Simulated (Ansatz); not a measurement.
Total density of states per atom from DFT-LDA in the program Ansatz with PAW potentials, in 0.25 eV bins, energy from the Fermi level:

```tsv
E (eV)	states/eV/atom
-7.85	3.42
-7.60	0.87
-7.35	0.24
-7.10	0.07
-6.85	0.01
-6.60	0.00
-6.35	0.00
-6.10	0.01
-5.85	0.09
-5.60	0.14
-5.35	0.19
-5.10	0.26
-4.85	0.63
-4.60	0.84
-4.35	0.67
-4.10	0.41
-3.85	0.38
-3.60	0.40
-3.35	0.48
-3.10	0.52
-2.85	0.53
-2.60	0.70
-2.35	0.80
-2.10	0.84
-1.85	0.82
-1.60	0.80
-1.35	0.73
-1.10	0.48
-0.85	0.47
-0.60	0.39
-0.35	0.32
-0.10	0.11
0.15	0.01
0.40	0.01
0.65	0.02
0.90	0.03
1.15	0.04
1.40	0.05
1.65	0.06
1.90	0.08
2.15	0.11
2.40	0.14
2.65	0.17
2.90	0.21
3.15	0.26
3.40	0.37
3.65	0.49
3.90	0.56
4.15	0.61
4.40	0.49
4.65	0.29
```

Q: Pick the material that matches.
(A) Mg2Sn, C2/m (Mg on 4i, Mg on 4i, Sn on 4i)
(B) TaS2, P6_3/mmc (Ta on 2b, S on 4f)
(C) MgCdS2, P4/mmm (Mg on 1d, Cd on 1a, S on 1b, S on 1c)
(D) SnTePbSe, P4/mmm (Sn on 1d, Te on 1c, Pb on 1a, Se on 1b)

A: C, MgCdS2, P4/mmm (Mg on 1d, Cd on 1a, S on 1b, S on 1c). Within 0.5 eV of the Fermi level: S 3p 87 %, Cd 4d 8 %. Projections are on Löwdin-orthogonalised atomic valence shells; empty p or d shells of many metals are not among them.

The workflow started from a Materials Project entry (that database holds measured and hypothetical structures alike); the Crystallography Open Database copy checked does not list it. With Mg and Cd taken as one species the cell has the higher symmetry Fm-3m, so it may be an ordered model of a mixed-site phase. Whether it is the stable phase at ambient conditions was not checked. The LDA relaxation kept the symmetry of its start; of distortions, only those at the zone centre were tested. Scalar-relativistic: spin–orbit coupling is off unless named, which matters more the heavier the elements.

Potentials: the later of the program's two PAW sets.
